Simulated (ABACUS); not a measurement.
ABACUS run on Al3GaN4 (P-42m, 8 atoms in the cell; from Materials Project mp-1019378, changed as shown): self-consistent single point.

Level of theory: ABACUS with PBEsol, numerical atomic orbitals TZP (confined pseudo-atomic orbitals with Gaussian additions; energy shift 0.003 Ry), PseudoDojo 0.4 standard norm-conserving PBEsol (tails mended) pseudopotentials.

The change in words: lattice vector b scaled by 1.01. Reference geometry (P-43m):
```xyz
8
Lattice="4.4014 0.0000 0.0000 0.0000 4.4014 0.0000 0.0000 0.0000 4.4014" Properties=species:S:1:pos:R:3 pbc="T T T"
Al     2.2007     2.2007     0.0000
Al     0.0000     2.2007     2.2007
Al     2.2007     0.0000     2.2007
Ga     0.0000     0.0000     0.0000
N      3.2754     3.2754     1.1261
N      3.2754     1.1261     3.2754
N      1.1261     1.1261     1.1261
N      1.1261     3.2754     3.2754
```

Reference input (self-consistent single point, DFT, PBEsol, numerical atomic orbitals TZP (confined pseudo-atomic orbitals with Gaussian additions; energy shift 0.003 Ry), PseudoDojo 0.4 standard norm-conserving PBEsol (tails mended) pseudopotentials): basis = TZP numerical atomic orbitals, energy shift 0.003 Ry; KPT = Gamma 6 6 6 0 0 0; basis_type = lcao; dft_functional = PBESOL; ecutwfc = 100 Ry; smearing_method = fd; smearing_sigma = 0.00146997 Ry; potentials = PseudoDojo 0.4 standard norm-conserving PBEsol (tails mended); symmetry = 1; ks_solver = genelpa; scf_nmax = 100; scf_thr = 1.0e-07. This run's input differs from it in these lines:

```diff
@@ -35,3 +35,3 @@
    8.3175161540    0.0000000000    0.0000000000
-   0.0000000000    8.3175161540    0.0000000000
+   0.0000000000    8.4006905596    0.0000000000
    0.0000000000    0.0000000000    8.3175161540
```

Log, with long lists cut:

```
 SELF-CONSISTENT
 -------------------------------------------

                  longest orb rcut (Bohr) = 9.4
   longest nonlocal projector rcut (Bohr) = 1.94
                     search radius (Bohr) = 22.7

                          real space grid = [ 54, 54, 54 ]

                                 init_chg = atomic

 LCAO ALGORITHM --------------- ION=   1  ELEC=   1--------------------------------

 Density error is 0.214785499963
 E_KohnSham     -249.0625043001      -3388.6692166307
 E_Fermi        0.6137032219         8.3498606988

 LCAO ALGORITHM --------------- ION=   1  ELEC=   2--------------------------------

   [... lines left out ...]

   [... 6 blocks of this kind left out ...]

 LCAO ALGORITHM --------------- ION=   1  ELEC=   9--------------------------------

 Density error is 2.67347085107e-07
 E_KohnSham     -249.9831306729      -3401.1949810300
 E_Fermi        0.7184745211         9.7753473542

 LCAO ALGORITHM --------------- ION=   1  ELEC=  10--------------------------------

 Density error is 8.16661198612e-09
 E_KohnSham     -249.9831306729      -3401.1949810300
 E_KS(sigma->0) -249.9831306729      -3401.1949810300
 E_entropy(-TS) 0.0000000000         0.0000000000
 E_Fermi        0.7184744878         9.7753469013
 charge density convergence is achieved
 final etot is -3401.194981 eV
 EFERMI = 9.7753469013 eV

 STATE ENERGY(eV) AND OCCUPATIONS    NSPIN == 1
   [... 28 lines left out ...]

 TOTAL-FORCE (eV/Angstrom)
                       Al1         0.0000000000         0.0000000000         0.0000000000
                       Al2         0.0000000000         0.0000000000         0.0000000000
                       Al3         0.0000000000         0.0000000000         0.0000000000
                       Ga1         0.0000000000         0.0000000000         0.0000000000
                        N1         0.0385921598         0.0520572535        -0.0385921598
                        N2         0.0385921598        -0.0520572535         0.0385921598
                        N3        -0.0385921598        -0.0520572535        -0.0385921598
   [... lines left out ...]

 TOTAL-STRESS (KBAR)
         6.7558640631         0.0000000000         0.0000000000
        -0.0000000000        -7.0129796127         0.0000000000
         0.0000000000        -0.0000000000         6.7558640631
 TOTAL-PRESSURE: 2.166250 KBAR

 --------------------------------------------
 !FINAL_ETOT_IS -3401.1949810299533965 eV
 --------------------------------------------
```

The run converged in 10 iterations. Against the reference run the free energy stays essentially unchanged (within 1 meV/atom), the pressure goes from 2.25 to 0.22 GPa and the gap on the mesh goes from 3.311 to 3.269 eV.

The atom-centred basis is finite, which shifts total energies, pressures and gaps against plane waves. The structure comes from a collection of computed structures, made at another level of theory; the collection holds predicted forms beside known ones.

Cost on one core: very roughly 60 core-seconds.

The atomic orbitals were generated for these runs; they are not ABACUS's published sets and were checked against plane waves on a few crystals only.

“Tails mended”: in these copies of the files the far tail of each local potential was reset to the Coulomb form.
